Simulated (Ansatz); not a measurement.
Data sheet: CaZn₂Sb₂ (DFT)

CaZn2Sb2:
```
CaZn2Sb2
1.0
    4.44050     0.00000     0.00000
   -2.22025     3.84558     0.00000
    0.00000     0.00000     7.46149
Zn Ca Sb
2 1 2
Direct
  0.33333   0.66667   0.63191
  0.66667   0.33333   0.36809
  0.00000   0.00000   0.00000
  0.33333   0.66667   0.25871
  0.66667   0.33333   0.74129
```

Space group P-3m1 (No. 164); conventional cell a = b = 4.4405 Å, c = 7.4615 Å, α = β = 90.00°, γ = 120.00°.

Method: plane-wave PAW r²SCAN (Ansatz code). Geometry: relaxed at this level of theory. Other levels are named where they apply.

### Cell and energy

* **Volume per atom**: 25.48 Å³
* **Density**: 5.40 g/cm³
* **Formation energy from the elements (no fitted shifts)**: -0.56 eV/atom

### Electronic structure

- Band gap = 0.13 eV (smallest direct gap 0.13 eV)
- Valence-band maximum = at Γ
- Conduction-band minimum = on the Γ–A line, 10 % of the way from Γ (2 equivalent valleys)
- Electron effective mass = 0.093, 0.093, 2.4 mₑ (principal values)
- Weight of the conduction-edge state by species (Voronoi cells) = Zn 69 %, Sb 28 %, Ca 3 %
- Hole effective mass, band 1 of 2 at the edge = 0.33 along x, 0.43 along z (mₑ)
- Hole effective mass, band 2 of 2 at the edge = 0.074 along x, 0.43 along z (mₑ)
- Weight of the valence-edge state by species (Voronoi cells) = Sb 73 %, Zn 22 %, Ca 5 %
- Gap with spin–orbit coupling = none (metallic)

### Mechanics

Bulk modulus (Birch–Murnaghan fit): 50.1 GPa
Pressure derivative B′: 4.3

The workflow started from an entry of the Crystallography Open Database (COD). Whether it is the stable phase at ambient conditions was not checked. The cell was relaxed with r²SCAN under the symmetry of its start; whether a distortion lowers the energy is not shown. The references are the lowest solids computed at this level, not always the standard phases. Scalar-relativistic: spin–orbit coupling is off unless named, which matters more the heavier the elements.

Potentials: the later of the program's two PAW sets.
